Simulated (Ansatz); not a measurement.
# Competing collinear orders in Cr (Im-3m)

The source of the geometry is a structure from the Materials Project, repeated to hold the magnetic orders; atoms and cell stay fixed.

Functional, mesh and filling: PBE, 7×10×7 k mesh, Fermi–Dirac smearing of 0.05 eV. PAW means Ansatz 0.2.0 on its default frozen-core files; LAPW is all-electron LAPW in Ansatz 0.2.0. Site moments are integrated in spheres about the atoms, whose radii differ between the methods.

The reference run was typed so:

```yaml
crystal:
  lattice:
    - [0.0, 2.9688993551, 2.9688993551]
    - [2.9688993551, 0.0, 0.0]
    - [0.0, 2.9688993551, -2.9688993551]
  atoms:
    - { symbol: Cr, position: [0.0, 0.0, 0.0], spin: 3.0 }
    - { symbol: Cr, position: [0.5, 0.0, 0.5], spin: 3.0 }
    - { symbol: Cr, position: [0.5, 0.5, 0.0], spin: 3.0 }
    - { symbol: Cr, position: [0.0, 0.5, 0.5], spin: 3.0 }
magnetization:
  spin_polarized: true
kpoints:
  mp_grid: { grid: [7, 10, 7] }
scf:
  occupations: { method: fermi_dirac, width: 0.05 }
  lower_state_search: "off"
hamiltonian:
  xc: pbe
  pseudopotentials: { kind: paw }
output:
  forces: true
  stress: true
  eigenvalues: true
  populations: true
```

Command: `ansatz run input.yaml --threads 2 --pin off --max-ram 6144MiB --backend cpu --events-out ev --progress --plain --runs-dir out`

The input for «start Cr1↑ Cr2↑ Cr3↓ Cr4↓» by LAPW differs from it in these lines, output keys apart:

```diff
-    - { symbol: Cr, position: [0.5, 0.5, 0.0], spin: 3.0 }
-    - { symbol: Cr, position: [0.0, 0.5, 0.5], spin: 3.0 }
+    - { symbol: Cr, position: [0.5, 0.5, 0.0], spin: -3.0 }
+    - { symbol: Cr, position: [0.0, 0.5, 0.5], spin: -3.0 }
-  pseudopotentials: { kind: paw }
+  pseudopotentials: { kind: all_electron, lapw: { basis_error: 0.001 } }
```

Energies count from the run that starts all moments parallel. Patterns list the atoms that start with 0.5 μB or more.

```csv
start,ΔF PAW (meV/atom),ΔF LAPW (meV/atom),"largest moment, PAW (μB)","M, PAW (μB/cell)","order at the end, PAW","P, PAW (GPa)"
"Cr1↑, Cr2↑, Cr3↑, Cr4↑",0.0,0.0,0.00,0.00,moments lost,-24.6
"Cr1↑, Cr2↑, Cr3↑, Cr4↓",-79.0,-80.4,1.70,0.00,changed,-13.4
"Cr1↑, Cr2↑, Cr3↓, Cr4↓",-79.0,-80.4,1.70,0.00,kept,-13.4
"Cr1↑, Cr2↓, Cr3↑, Cr4↓",0.0,–,0.00,0.00,moments lost,-24.6
no spin polarisation,0.0,–,0.00,0.00,–,-24.6
```

The lowest of these ends as follows. Site moments (μB): Cr1 1.70, Cr2 1.70, Cr3 -1.70, Cr4 -1.70. Cell moment 0.00 μB. Orders of other supercells weren't tried and can lie lower.

The start Cr1↑, Cr2↑, Cr3↑, Cr4↓ ends so. Site moments (μB): Cr1 1.70, Cr2 1.70, Cr3 -1.70, Cr4 -1.70. Cell moment 0.00 μB.

This cell lies far from its zero-pressure volume, so the numbers describe the cell as given rather than the relaxed compound. The Ansatz runs typed with the search for lower states off end where their start leads. The magnetic state is the one that this cell and start allow. It needn't be the compound's measured order, which may need a larger cell or be absent.
